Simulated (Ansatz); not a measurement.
CuIr2S4:
```
CuIr2S4
1.0
    0.00000     4.92718     4.92718
    4.92718     0.00000     4.92718
    4.92718     4.92718     0.00000
Cu Ir S
2 4 8
Direct
  0.25000   0.25000   0.25000
  0.00000   0.00000   0.00000
  0.62500   0.62500   0.12500
  0.62500   0.12500   0.62500
  0.62500   0.62500   0.62500
  0.12500   0.62500   0.62500
  0.38487   0.84540   0.38487
  0.86513   0.86513   0.86513
  0.84540   0.38487   0.38487
  0.86513   0.86513   0.40460
  0.38487   0.38487   0.84540
  0.40460   0.86513   0.86513
  0.38487   0.38487   0.38487
  0.86513   0.40460   0.86513
```

Relaxed with r²SCAN. Special points in fractions of this cell's reciprocal vectors: Γ (0.000, 0.000, 0.000); X (0.500, 0.000, 0.500); U (0.625, 0.250, 0.625); K (0.375, 0.375, 0.750); L (0.500, 0.500, 0.500); W (0.500, 0.250, 0.750).

### Question
List the band energies nearest the Fermi level at these points for plane-wave PAW r²SCAN with spin–orbit coupling (Ansatz code).

### Answer
In eV from the Fermi level; about four levels below and three above (degenerate sets whole), none deeper than 8.9 eV; points with the same levels are listed once.

```
k                    below                above
-  -----------------------  -------------------
Γ  -0.29 -0.29 -0.29 -0.29  3.26 3.26 3.26 3.26
X  -0.05 -0.05 -0.05 -0.05  0.22 0.22 0.22 0.22
U  -0.22 -0.22 -0.06 -0.06  0.02 0.02 0.27 0.27
L  -0.37 -0.37 -0.28 -0.28  2.49 2.49 2.49 2.49
W  -0.17 -0.17 -0.01 -0.01  0.14 0.14 0.22 0.22
```

Space group Fd-3m (spinel). The first step of the workflow began from a Materials Project structure, measured or hypothetical; the Crystallography Open Database files this formula in space group No. 227, but the cells were not matched. Whether it is the stable phase at ambient conditions was not checked. Symmetry was held in the r²SCAN relaxation; its stability against distortions is not shown here. The run is not spin-polarised.

Potentials: the later of the program's two PAW sets.
